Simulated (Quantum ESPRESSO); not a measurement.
MgGa$_{3}$As$_{4}$ (made-up cell) (calculated)

Computed with Quantum ESPRESSO 7.5. Calculation on a made-up crystal cell, not a measurement: periodic Kohn-Sham density functional theory in plane waves with PseudoDojo standard norm-conserving scalar-relativistic pseudopotentials, each functional with its own files (v0.5 for PBE, v0.4.1 for LDA and PBEsol), no spin polarisation, no spin-orbit coupling, atoms not relaxed, stress positive in tension, energies less a fixed whole-eV offset for each atom's element; levels are Kohn-Sham levels at fractions of this cell's reciprocal vectors, counted from the reference band (half the neutral cell's valence electrons, rounded up) at Gamma; error bars cover cutoff and k-mesh only, not smearing or the files; added strain carries the atoms with the cell, and shear is the tensor component; each bar is the largest change over components, and at least 0.002 eV, 0.002 eV per angstrom or 0.02 GPa; energies are for the whole cell, and the offsets were chosen from early runs and are not element reference energies.

Common to all runs: lattice type zincblende/diamond; functional pbe; cutoff 1143 eV; fermi dirac smearing 0.1 eV; scf tolerance 1e-07 eV; electrons removed 0; k mesh 6 x 6 x 6, shifted by half a step.

```json
{"entry": 1, "formula": "MgGa3As4", "kind": "made-up cell", "structure": {"cell_angstrom": [[5.8064, 0.0, 0.0], [0.0, 5.8064, 0.0], [0.0, 0.0, 5.8064]], "atoms_fractional": [["Ga", 0.00095, 0.00057, 0.00133], ["Ga", -0.00143, 0.49709, 0.50288], ["Mg", 0.50472, -0.0061, 0.49668], ["Ga", 0.50215, 0.49511, 0.00038], ["As", 0.2499, 0.2521, 0.23924], ["As", 0.26092, 0.75878, 0.74869], ["As", 0.754, 0.25952, 0.75219], ["As", 0.75143, 0.7449, 0.25158]]}, "given": {"atom_site": [1, 2, 3, 4, 5, 6, 7, 8], "atom_energy_offset [eV]": [-2080, -2080, -1617, -2080, -2887, -2887, -2887, -2887]}, "results": {}}
{"entry": 2, "formula": "MgGa3As4", "kind": "made-up cell", "structure": {"cell_angstrom": [[5.8064, 0.0, 0.0], [0.0, 5.8064, 0.0], [0.0, 0.0, 5.8064]], "atoms_fractional": [["Ga", 0.00095, 0.00057, 0.00133], ["Ga", -0.00143, 0.49709, 0.50288], ["Ga", 0.50472, -0.0061, 0.49668], ["Mg", 0.50215, 0.49511, 0.00038], ["As", 0.2499, 0.2521, 0.23924], ["As", 0.26092, 0.75878, 0.74869], ["As", 0.754, 0.25952, 0.75219], ["As", 0.75143, 0.7449, 0.25158]]}, "given": {"atom_site": [1, 2, 3, 4, 5, 6, 7, 8], "atom_energy_offset [eV]": [-2080, -2080, -2080, -1617, -2887, -2887, -2887, -2887]}, "results": {}}
```

## Withheld values
1. MgGa$_{3}$As$_{4}$ (made-up cell) (entry 1): stress xz?
2. What stress xx does the calculation give for MgGa$_{3}$As$_{4}$ (made-up cell) (entry 1)?
3. What stress xy does the calculation give for MgGa$_{3}$As$_{4}$ (made-up cell) (entry 2)?
4. Give the missing pressure for MgGa$_{3}$As$_{4}$ (made-up cell) (entry 2).
5. Estimate the stress yy of MgGa$_{3}$As$_{4}$ (made-up cell) (entry 2).
6. Give the table of levels values for MgGa$_{3}$As$_{4}$ (made-up cell) (entry 2).

Answers
1. 1.061 GPa
2. -0.4509 GPa
3. -0.4146 GPa
4. 0.6177 GPa
5. -0.5623 GPa
6. 
Levels:
```
level k point  next band up (eV)
        Gamma             0.3922
(1/2,1/2,1/2)             0.7423
   (0.15,0,0)              1.202
   (0,0.15,0)              1.195
   (0,0,0.15)              1.202
```

Further results for MgGa$_{3}$As$_{4}$ (made-up cell) (entry 1):

* free energy less offsets: -1.079 eV
* smearing term minus ts: -0.1159 eV
* scf iterations: 11
* pressure: 0.5749 GPa
* stress yy: -0.581 GPa
* stress zz: -0.6927 GPa
* stress yz: 0.2718 GPa
* stress xy: -0.2999 GPa
* fermi level: -0.5617 eV
* reference band: 55
* error bar energy: 0.00375 eV
* error bar stress: 0.02 GPa
* error bar force: 0.002844 eV/Å
* error bar next band up: 0.002 eV
* error bar fermi level: 0.002 eV
* error bars from: tighter rerun of a related cell

Forces:
```
site  x (eV/Å)  y (eV/Å)  z (eV/Å)
   1   -0.0745   -0.2107   -0.1571
   2    0.4639    0.2817  -0.07651
   3    0.1004    0.6626   -0.1228
   4  -0.07141    0.3992  -0.08922
   5   -0.2863    0.2257    0.2464
   6   -0.8575   -0.8205    0.5798
   7    0.1906   -0.2295    0.2134
   8    0.5348   -0.3085    -0.594
```

Levels:
```
level k point  next band up (eV)
        Gamma               0.34
(1/2,1/2,1/2)             0.7204
   (0.15,0,0)               1.17
   (0,0.15,0)              1.186
   (0,0,0.15)                1.2
```

Further results for MgGa$_{3}$As$_{4}$ (made-up cell) (entry 2):

* free energy less offsets: -1.006 eV
* smearing term minus ts: -0.1135 eV
* scf iterations: 11
* stress xx: -0.6958 GPa
* stress zz: -0.5949 GPa
* stress yz: 0.3228 GPa
* stress xz: 1.059 GPa
* fermi level: -0.5778 eV
* reference band: 55
* error bar energy: 0.00375 eV
* error bar stress: 0.02 GPa
* error bar force: 0.002844 eV/Å
* error bar next band up: 0.002 eV
* error bar fermi level: 0.002 eV
* error bars from: tighter rerun of a related cell

Forces:
```
site  x (eV/Å)  y (eV/Å)  z (eV/Å)
   1  -0.07189  -0.09539   -0.1111
   2    0.4656     0.148   -0.1056
   3   0.04264    0.5561  -0.08963
   4  -0.08435    0.3691  -0.06814
   5   -0.4208   -0.5456     1.011
   6   -0.7734   0.01998   -0.2741
   7    0.3259    -0.979    -0.575
   8    0.5162    0.5269    0.2125
```
